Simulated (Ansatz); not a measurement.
Squeezing W (sc type)

```yaml
crystal:
  lattice:
    - [2.60951, 0.00000, 0.00000]
    - [0.00000, 2.60951, 0.00000]
    - [0.00000, 0.00000, 2.60951]
  atoms:
    - { symbol: W, position: [0.00000, 0.00000, 0.00000] }
```

The cell comes from a relaxation on PAW files under the same functional, begun from a prototype that needn't be the stable phase.

Its volume is scaled at fixed shape and fractional positions.

All numbers are PBEsol results (scalar-relativistic) from Ansatz 0.2.0, with a Γ-centred 16×16×16 k mesh, Fermi–Dirac smearing of 0.1 eV, no spin polarisation. Methods: LAPW: all electrons, basis error target 1 meV/atom; PAW: frozen-core files, cutoff 420 eV; crystal datasets: all electrons, by PAW datasets that the program makes for each cell; norm-conserving: pseudopotentials, cutoff 1007 eV.

Energies are extrapolated to zero smearing and count from the unscaled cell; pressure is positive in compression; gaps take the mesh and a band path. No temperature or zero-point motion is included.

Spin–orbit coupling is left out, which matters for the heavy atoms. The PAW files were made under PBE. The structure type is held throughout; the real material can change phase at far lower pressure.

| V/V0 | V (Å³/atom) | P LAPW (GPa) | ΔE LAPW (eV/atom) | P PAW − LAPW (GPa) | ΔE PAW − LAPW (meV/atom) |
| --- | --- | --- | --- | --- | --- |
| 1.00 | 17.77 | -0.02 | 0.000 | 0.01 | 0.0 |
| 0.95 | 16.88 | 13.28 | 0.034 | 0.06 | 0.2 |
| 0.85 | 15.10 | ? | ? | ? | ? |
| 0.75 | 13.33 | 120.5 | 1.316 | 0.68 | 7.1 |
| 0.65 | 11.55 | 237.4 | 3.236 | 1.48 | 18.7 |
| 0.55 | 9.77 | 460.3 | 6.956 | 2.52 | 40.6 |
| 0.45 | 8.00 | 948.4 | 14.394 | 1.86 | 69.5 |
| 0.40 | 7.11 | 1397 | 20.816 | -4.23 | 65.3 |

(1) Fit the Vinet equation to the LAPW pressures shown (residuals weighted by 1/(|P| + 0.03·Pmax)), and predict the pressure of the withheld row.

(2) At the smallest volume, how far do crystal datasets and norm-conserving lie from LAPW in pressure?

(3) How do the Löwdin populations by LAPW change from the unscaled cell to the last row?

## Answers

(1) The fit gives V0 = 17.81 Å³/atom, B0 = 205 GPa and B0′ = 4.84. At 15.10 Å³/atom, x = (V/V0)^(1/3) = 0.9465, and P = 3·B0·(1 − x)/x²·exp[1.5·(B0′ − 1)·(1 − x)] = 50.1 GPa. The run itself gave 53.0 GPa (-5.6 % off) and ΔE = 0.382 eV/atom.

(2) crystal datasets: +0.01 GPa; norm-conserving: +14.38 GPa, on a LAPW pressure of 1397 GPa.

(3) W 5s 1.96 → 1.81, W 6s 0.89 → 0.53, W 5p 5.98 → 5.79, W 5d 5.09 → 5.83 electrons an atom. These are projections on the shells that the free atoms fill; 0.09 e a cell lies outside them at the start and 0.08 e at the end.
